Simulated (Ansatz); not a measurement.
HfO2 (tetragonal-ZrO2 type, space group P4_2/nmc)

```yaml
crystal:
  lattice:
    - [3.56707, 0.00000, 0.00000]
    - [0.00000, 3.56707, 0.00000]
    - [0.00000, 0.00000, 5.16595]
  atoms:
    - { symbol: Hf, position: [0.00000, 0.00000, 0.00000] }
    - { symbol: Hf, position: [0.50000, 0.50000, 0.50000] }
    - { symbol: O, position: [0.00000, 0.50000, 0.20010] }
    - { symbol: O, position: [0.00000, 0.50000, 0.70010] }
    - { symbol: O, position: [0.50000, 0.00000, 0.29990] }
    - { symbol: O, position: [0.50000, 0.00000, 0.79990] }
```

The relaxed cell is deformed in two ways at once: its volume V is scaled, and at that volume it is stretched along z (the c axis of the conventional cell) so that c/a changes. Fractional atomic positions are held.

All values below come from PBEsol (plane waves to 420 eV, PAW, scalar-relativistic; Ansatz, a first-principles code). k mesh 9×9×7 (Γ-centred), Fermi-Dirac smearing 0.05 eV. Stress and pressure are positive under compression. As the atoms are clamped, bonds stretch with the cell, which overstates energies and stresses. HfO2 is run without spin polarisation. HfO2 was relaxed with its symmetry unable to fall. Spin-orbit coupling is left out, though Hf is heavy. This is a high-temperature form of HfO2.

At one point of the scan the stress tensor (GPa) is:

```
  -25.2      0.0      0.0
    0.0    -25.2      0.0
    0.0      0.0     -2.6
```

### Question
Which point is it?
A. V/V₀ = 1.080, (c/a)/(c/a)₀ = 1.060
B. V/V₀ = 1.040, (c/a)/(c/a)₀ = 1.060
C. V/V₀ = 1.080, (c/a)/(c/a)₀ = 0.940
D. V/V₀ = 1.000, (c/a)/(c/a)₀ = 0.940

### Answer
C, V/V₀ = 1.080, (c/a)/(c/a)₀ = 0.940

(A scan under strain: stresses follow from slopes of the energy per volume, elastic moduli from its curvatures.)
